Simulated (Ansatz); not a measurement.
Starting structure of a cell relaxation (symmetry kept):

```
CELL_PARAMETERS angstrom
2.92024 -4.07158 0.00000
2.92024 4.07158 0.00000
0.00000 0.00000 3.01417
ATOMIC_POSITIONS crystal
Ti 0.00000 0.00000 0.50000
Ti 0.50000 0.00000 0.00000
Ti 0.00000 0.50000 0.00000
O 0.76500 0.76500 0.00000
O 0.25713 0.74287 0.50000
O 0.23500 0.23500 0.00000
O 0.74287 0.25713 0.50000
```

Method: Ansatz 0.2.0, DFT PBEsol, scalar-relativistic, plane waves, PAW.

Plane waves to 420 eV, a k mesh through Γ of 8×8×12 on the computed 7-atom cell and Gaussian smearing (0.10 eV); no spin polarisation.

What does it relax to?

The volume drops by 0.28 Å³/atom to 9.96 Å³/atom, and the energy falls by 5.3 meV/atom. Final structure:
```
Ti O
1.0
     2.91282   -4.03035    0.00000
     2.91282    4.03035    0.00000
     0.00000    0.00000    2.96903
Ti O
3 4
Cartesian
  0.0000 0.0000 1.4845
  1.4564 -2.0152 0.0000
  1.4564 2.0152 0.0000
  4.4437 0.0000 0.0000
  2.9128 1.9436 1.4845
  1.3819 0.0000 0.0000
  2.9128 -1.9436 1.4845
```

Course of the relaxation (steps run on the plane waves of an earlier cell, and the basis is chosen afresh near the end, so energy and pressure can step there; trial steps that raised the energy were taken back; energies are free energies):

| step | E − E_final (meV/atom) | largest force component (eV/Å) | P (GPa) | V (Å³/atom) |
| --- | --- | --- | --- | --- |
| 1 | 5.3 | 0.031 | -5.50 | 10.24 |
| 2 | -0.4 | 0.032 | -1.47 | 10.03 |
| 3 | -1.0 | 0.003 | 0.07 | 9.96 |
| 4 | -1.0 | 0.001 | 0.01 | 9.97 |
| 5 | 0.0 | 0.000 | -0.18 | 9.97 |
| 6 | 0.0 | 0.001 | 0.00 | 9.96 |
| 7 | 0.0 | 0.000 | -0.01 | 9.96 |

Spin polarisation was left out, and a magnetic state may lie lower.